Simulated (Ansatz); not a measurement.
Bi₂Te₂O (P4/nmm): the band gap by level of theory

All numbers come from the PAW code Ansatz. The values are computed, non-magnetic, and not measurements.

Structure: Bi₂Te₂O (P4/nmm) from a database structure, at its r2SCAN+rVV10 minimum. The symmetry is P4/nmm (No. 129, tetragonal); conventional cell a = 4.198 Å, c = 15.926 Å, 28.07 Å³ an atom. Bi has 5 Te at 2.86–3.07 Å; Bi has 4 O at 2.40 Å and 4 Te at 3.40 Å; Te has 4 Bi at 3.07 Å; Te has 5 Bi at 2.86–3.40 Å; O has 4 Bi at 2.40 Å.

Relaxed lattice by functional, symmetry kept:
```tsv
functional	k mesh	a (Å)	c (Å)	volume (Å³/atom)
PBE-D3(BJ)	6×6×2	4.196	15.803	27.83
r2SCAN+rVV10	6×6×2	4.198	15.926	28.07
```

Gaps on the r2SCAN+rVV10 cell, each the least over its mesh and the special points:
```csv
level,k mesh,gap (eV),kind,edges,least direct gap (eV),rough cost
PBE+SOC,6×6×2,0.14,indirect,"(-0.036, 0.430, -1/2) → Γ–Z (0.60)",0.31,8 core-minutes
r2SCAN,6×6×2,0.62,indirect,"(-0.036, 0.430, -1/2) → Γ–Z (0.05)",1.01,100 core-seconds
HSE06,4×4×2,0.83,indirect,"(-0.036, 0.430, -1/2) → Γ–Z (0.05)",1.20,30 core-minutes
```
PBE+SOC: smearing of 0.02 eV; the others have fixed occupations.
Wave cutoffs: 420 eV, 500 eV (r2SCAN).
Points off the special ones are mesh points or PBE's searched band edges, reused at the other levels. PBE's own run along the path (0.47 eV) came before the search for the edges and missed one, so it isn't listed.
Costs come from shared machines and give only the order. The runs had 4 threads of AMD EPYC (Zen 3), with other jobs on the host.

The HSE06 gap is indirect, 0.83 eV (k = (-0.036, 0.430, -1/2) to Γ–Z (0.05 of the way from Γ)), below the direct gap of 1.20 eV at R.

Among these functionals the gap stays indirect.

Only the levels marked +SOC include spin-orbit coupling.

Coordinates of k points refer to the reciprocal vectors of the primitive cell of the runs.

The meshes of the hybrids are coarse, so their gaps aren't converged to the digits shown.

Small gaps with spin-orbit coupling can be splittings of inverted bands, not the fundamental gap; semilocal functionals often invert bands that the real crystal keeps in order.
